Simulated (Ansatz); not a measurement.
Al:
```cif
data_Al7
_chemical_formula_sum 'Al7'
_space_group_name_H-M_alt 'P6/mmm'
_space_group_IT_number 191
_space_group_name_Hall '-P 6 2'
_cell_length_a 5.21770
_cell_length_b 5.21770
_cell_length_c 5.02427
_cell_angle_alpha 90.000
_cell_angle_beta 90.000
_cell_angle_gamma 120.000
loop_
_atom_site_label
_atom_site_type_symbol
_atom_site_symmetry_multiplicity
_atom_site_Wyckoff_symbol
_atom_site_fract_x
_atom_site_fract_y
_atom_site_fract_z
_atom_site_occupancy
Al1 Al 2 e 0.00000 0.00000 0.25363 1
Al2 Al 2 d 0.33333 0.66667 0.50000 1
Al3 Al 3 f 0.00000 0.50000 0.00000 1
```

Relaxed at zero pressure with plane-wave PAW PBEsol (Ansatz code).

The volume is raised by 9 % and shape and atoms relax at that volume. What pressure results, and how do the axes share the change?

-5.2 GPa; a 3.1 %, b 3.1 %, c 2.6 %; the energy rises by 27 meV/atom.

Give the new structure.


Space group P6/mmm (No. 191); a = 5.3780 Å, b = 5.3780 Å, c = 5.1549 Å, α = 90.00°, β = 90.00°, γ = 120.00°

```json
[
 {"atom": "Al", "site": "2e", "symmetry": "6mm", "x": "0.0000", "y": "0.0000", "z": "0.2531"},
 {"atom": "Al", "site": "2d", "symmetry": "-6m2", "x": "0.3333", "y": "0.6667", "z": "0.5000"},
 {"atom": "Al", "site": "3f", "symmetry": "mmm", "x": "0.0000", "y": "0.5000", "z": "0.0000"}
]
```

The phase is kept; no other phase was compared at this pressure.

The start of the workflow was typed in or built on a structure type; neither database checked (COD, Materials Project) lists it. It is not the phase usual at ambient conditions (space group No. 225). The PBEsol relaxation kept the symmetry of its start. At this level the phase is mechanically unstable. Axis ratios of metals converge slowly with the k-mesh, so a and c are less sure than the volume.

Potentials: the later of the program's two PAW sets.
